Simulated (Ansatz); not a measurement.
Total density of states per atom from the program Ansatz at the r²SCAN level (PAW), in 0.25 eV bins, energy from the Fermi level:

```csv
E (eV),states/eV/atom
-7.85,0.15
-7.60,0.14
-7.35,0.14
-7.10,0.16
-6.85,0.18
-6.60,0.20
-6.35,0.23
-6.10,0.23
-5.85,0.18
-5.60,0.24
-5.35,0.33
-5.10,0.42
-4.85,0.48
-4.60,0.59
-4.35,0.61
-4.10,0.64
-3.85,0.87
-3.60,1.91
-3.35,1.81
-3.10,1.41
-2.85,1.48
-2.60,2.20
-2.35,1.35
-2.10,1.37
-1.85,1.82
-1.60,2.19
-1.35,3.04
-1.10,2.20
-0.85,2.71
-0.60,1.66
-0.35,0.66
-0.10,0.48
0.15,0.69
0.40,0.46
0.65,0.25
0.90,0.29
1.15,0.38
1.40,0.45
1.65,0.37
1.90,0.31
2.15,0.28
2.40,0.25
2.65,0.22
2.90,0.20
3.15,0.18
3.40,0.16
3.65,0.14
3.90,0.13
4.15,0.17
4.40,0.23
4.65,0.30
```

Problem. Which of these materials gives this?
A) AlMo2N, P6_3/mmc (Al on 2d, Mo on 4f, N on 2a)
B) NiC, rock salt
C) AlNi3, Cu3Au type
D) ScAl3N4, P-6m2 (Pearson symbol hP8)

Solution. C, AlNi3, Cu3Au type. Within 0.5 eV of the Fermi level: Ni 3d 81 %, Al 3p 6 %, Al 3s 5 %. Projections are on Löwdin-orthogonalised atomic valence shells; empty p or d shells of many metals are not among them.

Space group Pm-3m (Cu3Au type). The r²SCAN relaxation kept the symmetry of its start. The final state is ferromagnetic, the only order run, not a proven ground state. Other orbital occupations within this spin state were not tried.

Potentials: the earlier of the program's two PAW sets. The files were generated under PBE; for other functionals the program regenerates the frozen cores, and for LDA and PBEsol the local potential too.
